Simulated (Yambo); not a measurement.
Yambo run on BaTiP2O8 (space group C2/m, No. 12). The wavefunctions come from this Quantum ESPRESSO step (LDA, PseudoDojo standard norm-conserving files, scalar-relativistic):

```
&CONTROL
  calculation = 'nscf'
  pseudo_dir = './pseudo'
  outdir = './out'
/
&SYSTEM
  ibrav = 0
  nat = 12
  ntyp = 4
  ecutwfc = 84.0
  ecutrho = 336.0
  occupations = 'fixed'
  force_symmorphic = .true.
  nbnd = 257
/
&ELECTRONS
  conv_thr = 1.2000000000000002e-08
  diago_full_acc = .true.
  diago_thr_init = 1e-08
/
ATOMIC_SPECIES
O 15.9990 O.upf
P 30.9738 P.upf
Ti 47.8670 Ti.upf
Ba 137.3270 Ba.upf
CELL_PARAMETERS angstrom
  4.154055000000  -2.628330000000   0.000000000000
  4.154055000000   2.628330000000   0.000000000000
 -0.565045000000   0.000000000000   7.820765000000
ATOMIC_POSITIONS crystal
O   0.313620000000   0.313620000000   0.388330000000
O   0.686380000000   0.686380000000   0.611670000000
O   0.231630000000   0.712950000000   0.179680000000
O   0.768370000000   0.287050000000   0.820320000000
O   0.287050000000   0.768370000000   0.820320000000
O   0.712950000000   0.231630000000   0.179680000000
O   0.225960000000   0.225960000000   0.065170000000
O   0.774040000000   0.774040000000   0.934830000000
P   0.366650000000   0.366650000000   0.205650000000
P   0.633350000000   0.633350000000   0.794350000000
Ti   0.000000000000   0.000000000000   0.000000000000
Ba   0.000000000000   0.000000000000   0.500000000000
K_POINTS automatic
2 2 1 0 0 0
```

Yambo input:

```
rim_cut
gw0
dyson
el_el_corr
HF_and_locXC
ppa
em1d
RandQpts= 1000000
RandGvec= 1 Ry
EXXRLvcs= 84 Ry
VXCRLvcs= 336 Ry
Chimod= "HARTREE"
% BndsRnXp
 2 | 256 |
%
NGsBlkXp= 7 Ry
% LongDrXp
 1.0 | 1.0 | 1.0 |
%
PPAPntXp= 27.2114 eV
% GbndRnge
 1 | 256 |
%
GTermKind= "BG"
DysSolver= "n"
ExtendOut
% QPkrange
 1 | 1 | 40 | 41 |
 2 | 2 | 40 | 41 |
 3 | 3 | 40 | 41 |
%
```

k points by index: 1 = Γ, 2 = (0, -0.5, 0), 3 = (-0.5, -0.5, 0).

Table of the .qp output:

```
#    K-point    Band    Eo [eV]    E [eV]    E-Eo [eV]    Vxc [eV]    Vnlxc [eV]    Sc|Eo [eV]    Sc|E [eV]    dSc/dw|Eo [eV]    Re(Z)    Im(Z)
#
    1    40    -0.044054    -0.854092    -0.810038    -19.91141    -25.46182    4.517337    4.740370    -7.491010    0.784133    -0.001348
    1    41    2.653831    4.444142    1.790311    -20.05034    -11.64410    -6.099105    -6.615936    -7.854488    0.776004    -0.001714
    2    40    -0.280727    -1.220954    -0.940227    -19.44210    -24.95333    4.318374    4.571002    -7.310289    0.788238    -0.001339
    2    41    2.984967    4.788831    1.803863    -20.62654    -12.39132    -5.900156    -6.431356    -8.012173    0.772529    -0.001804
    3    40    0.000000    -0.872538    -0.872538    -19.86726    -25.38900    4.411631    4.649208    -7.408049    0.786012    -0.001329
    3    41    2.662617    4.459056    1.796439    -20.17292    -11.80099    -6.056653    -6.575483    -7.857973    0.775927    -0.001700
```
(The two width columns are left out.) Convergence of these settings isn't established.

Geometry of the Materials Project entry, not relaxed at this level.

The structure is a Materials Project entry; no match was found in the copy of COD used, and its stability was not checked.
